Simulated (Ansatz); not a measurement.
LiNbO3:
```xyz
10
Lattice="2.5922 1.4966 4.5632 -2.5922 1.4966 4.5632 0.0000 -2.9932 4.5632" Properties=species:S:1:pos:R:3 pbc="T T T"
Li     0.0000     0.0000    10.2671
Li     0.0000     0.0000     3.4224
Nb     0.0000     0.0000     0.0000
Nb     0.0000     0.0000     6.8447
O     -0.6304     1.4966     7.9855
O      0.6304    -1.4966     5.7040
O     -0.9809    -1.2943     7.9855
O      0.9809     1.2943     5.7040
O      1.6113    -0.2023     7.9855
O     -1.6113     0.2023     5.7040
```

Relaxed with r²SCAN.

Problem. Give the Bader charges and basin volumes of the independent atoms, r²SCAN in the plane-wave PAW code Ansatz.

Solution. 

```tsv
atom	Bader charge (e)	Bader volume (Å³)
Li1	+0.91	3.3
Nb3	+2.92	8.8
O5	-1.28	13.7
```

Space group R-3c. The first step of the workflow began from a Materials Project structure, measured or hypothetical; the Crystallography Open Database files this formula in space group No. 167, but the cells were not matched. It is not the phase usual at ambient conditions (space group No. 161). Symmetry was held in the r²SCAN relaxation. At this level the phase is dynamically unstable (imaginary phonons). No spin polarisation was allowed.

Potentials: the earlier of the program's two PAW sets. The files were generated under PBE; for other functionals the program regenerates the frozen cores, and for LDA and PBEsol the local potential too.
